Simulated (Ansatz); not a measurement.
BW₂ in space group P4/nmm (No. 129; W on 2a, W on 2c, B on 2c) under volume change, PBEsol in the plane-wave PAW code Ansatz, shape and atoms relaxed at each volume.

```tsv
V (Å³/atom)	E − E(relaxed) (meV/atom)	P (GPa)
11.542	?	?
11.923	?	?
12.303	11.6	10.04
12.684	0.0	0.01
13.064	10.5	-8.61
13.445	39.9	-15.99
13.825	85.6	-22.30
```

Question: Some entries are withheld; supply them.

Answer: 
- 11.542, E − E(relaxed) (meV/atom): 116.7
- 11.542, P (GPa): 35.55
- 11.923, E − E(relaxed) (meV/atom): 49.0
- 11.923, P (GPa): 21.77

Question: What does a third-order Birch–Murnaghan fit give for V₀, B₀ and B′?

Answer: V₀ = 12.68 Å³/atom, B₀ = 310 GPa, B′ = 4.2.

A made-up cell: these elements were put on the sites of a structure type; neither database checked (COD, Materials Project) lists it. COD files the formula under space group No. 140. Whether it is the stable phase at ambient conditions was not checked. The cell was relaxed with PBEsol under the symmetry of its start; whether a distortion lowers the energy is not shown. The run is not spin-polarised. Scalar-relativistic: spin–orbit coupling is off unless named, which matters more the heavier the elements.

Potentials: the earlier of the program's two PAW sets. The files were generated under PBE; for other functionals the program regenerates the frozen cores, and for LDA and PBEsol the local potential too.
